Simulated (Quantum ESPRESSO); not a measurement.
# Strain and stress in ZnAl2F8

The results below are calculated, not measured. They come from pw.x of Quantum ESPRESSO 7.5, a plane-wave density functional program, with PseudoDojo standard norm-conserving files (v0.5 for PBE, v0.4.1 for LDA and PBEsol). The cells are made up: elements, strain and atom displacements were drawn at random, and nothing was relaxed. There is no spin polarisation, spin-orbit coupling or dispersion term.

The cell has 12 sites of a rutile lattice (two cells along c). Sites 1 to 4 hold Zn Al Al empty; sites 5 to 12 hold F F F F F F F F. Cell vectors in Å: (4.904, 0.000, 0.000); (0.000, 4.904, 0.000); (0.000, 0.000, 6.539). Settings: PBE, cutoff 1143 eV, 5 x 5 x 4 k mesh shifted by half a step, Fermi-Dirac smearing of 0.025 eV.

Each run adds the same linear strain along x, y and z to one cell, with the atoms carried along; the vectors above are those of run 4. Stress is positive in tension and P is minus a third of its trace. E is the free energy for each atom above the lowest run shown. The last column is band 42 less band 41 at Gamma, from a band step after each run.

```
run  strain (%)  s_xx (GPa)  s_yy (GPa)  s_zz (GPa)  s_xy (GPa)  P (GPa)  E (meV/atom)  level step at Gamma (eV)
  1       -2.40       10.93       10.51       22.49        3.32   -14.65          0.00                     2.364
  2       -2.11       11.41       10.99       22.86        3.33   -15.09         10.86                     2.314
  4        0.51       14.72       14.29       25.18        3.30   -18.06        124.43                     1.877
  5        0.83       15.02       14.58       25.36        3.30   -18.32        139.96                     1.825
  6        1.35       15.46       15.02       25.61        3.28   -18.69        165.86                     1.742
  7        2.49       16.24       15.81       25.98        3.23   -19.34        225.24                     1.566
  3       -0.73           ?           ?           ?           ?        ?             ?                         ?
```

A rerun of one of these cells at 1437 eV and k mesh 7 x 7 x 6 moved values by no more than 0.004 eV in the cell's energy, 0.02 GPa in stress and 0.002 eV/Å in force.

## Worked fit

A parabola through the six runs shown gives P = -17.59 - 0.97 e + 0.106 e² GPa, with e in per cent and a scatter of 0.02 GPa. A linear strain of 1 % changes the volume by about 3 %, so the bulk modulus of this cell with clamped atoms is about 32 ± 1 GPa at e = 0. The error is the larger of the fit's own and the change that a cubic makes, rounded up.

## Withheld run

Question: what P should run 3 give?

The fit gives -16.83 GPa. The calculation gave -16.86 GPa.

```
run  strain (%)  s_xx (GPa)  s_yy (GPa)  s_zz (GPa)  s_xy (GPa)  P (GPa)  E (meV/atom)  level step at Gamma (eV)
  3       -0.73       13.36       12.93       24.29        3.33   -16.86         67.40                     2.082
```